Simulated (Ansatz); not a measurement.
NbP: from a starting cell to a relaxed one

The start is a relaxed NbP cell, doubled along one cell vector, shaken by Gaussian noise of σ = 0.08 Å a coordinate. Cell shape, volume and atoms are optimised at zero target pressure with r2SCAN (plane waves to 500 eV, PAW, scalar-relativistic; Ansatz, a program for electronic structure). First-step values are on the input's coarse k-mesh.

Ansatz input (later rounds restart from its end on a renewed k-mesh):
Ansatz 0.2 input:
```yaml
crystal:
  lattice:
    - [5.583995096, 0, 0]
    - [-2.791997548, 4.8358816078, 0]
    - [0, 0, 7.9968164842]
  atoms:
    - { symbol: Nb, position: [0.4990468603, -0.0191266768, -0.0167018345] }
    - { symbol: Nb, position: [0.4856857803, -0.0148307409, 0.4978151967] }
    - { symbol: Nb, position: [0.494037165, 0.5092559986, -0.0056022137] }
    - { symbol: Nb, position: [0.5127032524, 0.5061755479, 0.4855516437] }
    - { symbol: Nb, position: [-0.0016306259, 0.4755375967, -0.0201644299] }
    - { symbol: Nb, position: [-0.004510163, 0.5110441555, 0.4943728338] }
    - { symbol: P, position: [0.0075388221, 0.0037936263, 0.014768214] }
    - { symbol: P, position: [-0.0291421517, -0.0288254818, 0.5001319282] }
    - { symbol: P, position: [0.3118588685, 0.6718618364, 0.2433392312] }
    - { symbol: P, position: [0.3432948619, 0.7069327601, 0.7396574221] }
    - { symbol: P, position: [0.6618242338, 0.3373382243, 0.2463609019] }
    - { symbol: P, position: [0.6629228444, 0.3336463, 0.7484921391] }
basis: { ecutwfc: 500, ecutrho_ratio: 4, xc_grid: 4, fft_grid_basis: typed }
kpoints: { mp_grid: { grid: [5, 5, 3] } }
hamiltonian:
  xc: r2scan
  dispersion: none
  pseudopotentials: { kind: paw }
scf: { occupations: { method: fermi_dirac, width: 0.05 } }
relax: { f_tol: 0.01, max_steps: 100, cell: { stress_tol: 0.02 } }
output: { forces: true, stress: true }
```

Q: How large is the pressure on the unrelaxed cell, and of which sign?

A: +2 GPa (positive: the cell is compressed).

Q: How much energy is released per atom?

A: 0.09 eV/atom.

Q: How does the volume per atom move from start to end?

A: -1.9 %, from 18.00 to 17.66 Å³/atom.

Q: Is the parent structure recovered?

A: It does not go back: it reaches Cccm (No. 66), 0.02 eV/atom below the parent.

Q: How do the shortest distances between atoms change?

A: The closest pairs of elements (up to four, under 3.6 Å), start → end: Nb–P 2.36 → 2.53 Å; Nb–Nb 2.62 → 2.80 Å; P–P 3.03 → 2.68 Å.

Q: What does it relax into? Give the structure.

A: 
Space group Cccm (No. 66); a = 5.590 Å, b = 9.670 Å, c = 7.839 Å, α = 90.00°, β = 90.00°, γ = 90.00°

```csv
atom,site,symmetry,x,y,z
Nb,4a,222,0.0000,0.0000,0.2500
Nb,8k,..2,0.2500,0.2500,0.2811
P,4b,222,0.0000,0.5000,0.2500
P,8l,..m,0.0525,0.1716,0.0000
```
(The calculation used a cell of 12 atoms; values per cell refer to that cell.)

Final values are on a 10×10×6 k-mesh of the relaxed cell. No spin polarisation in the result.

The relaxed structure here is a generated cell of NbP: the first start was made by placing the elements on the sites of a structure type, and the end was not matched to a known phase here, so it may be hypothetical.
